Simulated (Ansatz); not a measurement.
CuF3 (ReO3-type structure)

Level of theory: DFT, PBE, scalar-relativistic, collinear spin; plane waves to 420 eV with PAW datasets (Ansatz 0.2.0), 10×10×5 k-mesh, Gaussian smearing of 0.05 eV. The datasets are Ansatz's generated set soft_2.

```
CELL_PARAMETERS angstrom
3.78977 0.00000 3.78977
0.00000 3.78977 3.78977
0.00000 0.00000 7.57955
ATOMIC_POSITIONS crystal
Cu 0.00000 0.00000 0.00000
F 0.50000 0.00000 0.75000
F 0.00000 0.00000 0.25000
F 0.00000 0.50000 0.75000
Cu 0.00000 0.00000 0.50000
F 0.50000 0.00000 0.25000
F 0.00000 0.00000 0.75000
F 0.00000 0.50000 0.25000
```

The start was a prototype's sites filled with these elements, not a measured cell. The ideal cubic cell shuts out tilts of the octahedra, which such structures often take.

Magnetic state: antiferromagnetic, site spin moments Cu 0.71, -0.71 μB.

Cell and atoms are those of this level's equilibrium.

Elastic constants come from the stress of slightly strained cells with relaxed atoms, in GPa, Voigt order xx, yy, zz, yz, xz, xy in the Cartesian frame of the vectors above.

```
224.5  29.5  29.5   0.0   0.0   0.0
 29.5 224.5  29.5   0.0   0.0   0.0
 29.5  29.5 224.5   0.0   0.0   0.0
  0.0   0.0   0.0  26.1   0.0   0.0
  0.0   0.0   0.0   0.0  26.1   0.0
  0.0   0.0   0.0   0.0   0.0  26.1
```

Work out the Voigt, Reuss and Hill moduli.

Voigt: K = (C11 + C22 + C33 + 2(C12 + C13 + C23))/9 = 94 GPa, G = (C11 + C22 + C33 − C12 − C13 − C23 + 3(C44 + C55 + C66))/15 = 55 GPa. Reuss, from the compliances S = C⁻¹: K = 94 GPa, G = 37 GPa. Hill means: K = 94 GPa, G = 46 GPa.

And Young's modulus, Poisson's ratio, Pugh's ratio and the anisotropy?

E = 9KG/(3K + G) = 118 GPa, ν = (3K − 2G)/(6K + 2G) = 0.29, K/G = 2.06 (over the 1.75 that Pugh's rule, made for metals, takes as the line between brittle and ductile), universal anisotropy index 5G_V/G_R + K_V/K_R − 6 = 2.4. The eigenvalues of C are 26, 26, 26, 195, 195, 283 GPa, all positive.

What sound velocities and Debye temperature follow for a polycrystal?

With a density of 3.677 g/cm³ (mean mass 30.1 u, 13.61 Å³/atom), K = 94.5 and G = 45.8 GPa from the unrounded constants, v_l = √((K + 4G/3)/ρ) = 6500 m/s and v_t = √(G/ρ) = 3530 m/s. The mean [(1/v_l³ + 2/v_t³)/3]^(−1/3) is 3940 m/s, and θ_D = (ħ/k_B)(6π²/V)^(1/3) v_m ≈ 490 K, with V the volume an atom. This is the low-temperature, elastic estimate.

For a cubic crystal three numbers say it all: C11 = 224.5, C12 = 29.5, C44 = 26.1 GPa. K = (C11 + 2C12)/3 = 94.5 GPa. The two shear moduli are C44 and C′ = (C11 − C12)/2 = 97.5 GPa, so Zener's ratio C44/C′ is 0.27: the crystal is stiffest along ⟨100⟩ and softest along ⟨111⟩. The Cauchy pressure C12 − C44 is 3.4 GPa; pair forces would make it zero if every atom sat on a centre of inversion, as here.

The equation of state, an independent route, gives B0 = 94 GPa, against 95 GPa here.

Cost: 83 s on 2 threads of Arm Neoverse V2 (shared host), peak memory 0.91 GiB.

Site moments are of spin, integrated over atomic spheres. For this crystal the k-mesh misses a band edge: under PBE at the relaxed cell a band path gives a gap of 0.25 eV where the mesh alone gives 0.34 eV, so gaps on the mesh are upper bounds.
